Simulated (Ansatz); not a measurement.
SrCd2Ge2:
```xyz
5
Lattice="-2.2268 2.2268 5.8543 2.2268 -2.2268 5.8543 2.2268 2.2268 -5.8543" Properties=species:S:1:pos:R:3 pbc="T T T"
Sr     0.0000     0.0000     0.0000
Ge     0.0000     0.0000     4.5903
Ge     0.0000     0.0000     7.1183
Cd     0.0000     2.2268     2.9271
Cd     2.2268     0.0000     2.9271
```

Relaxed with PBEsol. Special points in fractions of this cell's reciprocal vectors: Γ (0.000, 0.000, 0.000); X (0.000, 0.000, 0.500); P (0.250, 0.250, 0.250); N (0.000, 0.500, 0.000); M (0.500, 0.500, -0.500); S (0.286, 0.714, -0.286); S0 (-0.286, 0.286, 0.286); R (-0.072, 0.072, 0.500); G (0.500, 0.500, -0.072).

Q: List the band energies nearest the Fermi level at these points for PBEsol (plane waves, PAW; program Ansatz).

A: In eV from the Fermi level; about four levels below and three above (degenerate sets whole), none deeper than 8.9 eV; points with the same levels are listed once.

```
k                          below           above
-  -----------------------------  --------------
Γ        -1.70 -1.70 -0.39 -0.39  0.26 0.76 1.38
X        -3.60 -2.86 -2.06 -0.06  1.50 1.54 3.90
P        -3.47 -2.49 -2.49 -0.63  2.51 2.51 2.92
N        -4.52 -1.53 -1.25 -0.43  0.46 1.58 1.94
M  -2.09 -2.09 -1.81 -1.14 -0.45  0.58 1.01 1.01
S        -5.43 -3.11 -2.39 -1.64  0.80 1.06 1.38
R        -3.64 -2.84 -1.96 -0.03  1.55 1.62 4.10
```

Space group I4/mmm. The workflow started from an entry of the Crystallography Open Database (COD). Its standing as an ambient phase is unchecked. Symmetry was held in the PBEsol relaxation; whether a distortion lowers the energy is not shown. Spin–orbit coupling is left out wherever it is not named.

Potentials: the later of the program's two PAW sets.
